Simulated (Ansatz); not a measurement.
Relaxed-ion elastic tensor of GaN in space group P6_3mc (No. 186; Ga on 2a, Ga on 2b, N on 2a, N on 2b) in GPa (Voigt order), LDA in the plane-wave PAW code Ansatz; density 6.29 g/cm³, 11.05 Å³ per atom.

```
      1     2     3     4     5    6
-  ----  ----  ----  ----  ----  ---
1   366   143  97.5   0.0   0.0  0.0
2   143   366  97.5   0.0   0.0  0.0
3  97.5  97.5   414   0.0   0.0  0.0
4   0.0   0.0   0.0  96.8   0.0  0.0
5   0.0   0.0   0.0   0.0  96.8  0.0
6   0.0   0.0   0.0   0.0   0.0  111
```

Question: Is the crystal mechanically stable?

Answer: Yes: the smallest eigenvalue of C is 96.8 GPa.

Question: Work out the Voigt, Reuss and Hill averages.

Answer: K_V = 202, K_R = 202, K_H = 202; G_V = 115, G_R = 111, G_H = 113 GPa.

Question: Give Young's modulus, Poisson's ratio, Pugh's ratio and the universal anisotropy index.

Answer: E = 9KG/(3K + G) = 286 GPa; ν = 0.26; K/G = 1.79 (near the Pugh limit of 1.75, no verdict); A_U = 5G_V/G_R + K_V/K_R − 6 = 0.16.

Question: Estimate the sound speeds and the Debye temperature.

Answer: v_l = √((K + 4G/3)/ρ) = 7490 m/s, v_t = √(G/ρ) = 4240 m/s, mean 4710 m/s; Θ = (h/k)(3n/4πV)^(1/3) v_m = 630 K.

Question: Solve the Christoffel equation for the three sound speeds along x, y, z.

Answer: Eigenvalues of C_ijkl n_j n_l equal ρv² (piezoelectric stiffening left out). In km/s, slowest first: x 3.92, 4.21, 7.63; y 3.92, 4.21, 7.63; z 3.92, 3.92, 8.11.

Question: How much does each axis shrink under pressure?

Answer: Linear compressibilities β_i = Σ_j S_ij (j = 1 to 3): x 1.6, y 1.6, z 1.6 per TPa.

A made-up cell: these elements were put on the sites of a structure type. Its sites differ from those of the usual phase in this space group: another stacking or structure type. The LDA relaxation kept the symmetry of its start; phonons on a q-mesh show no instability.

Potentials: the later of the program's two PAW sets.
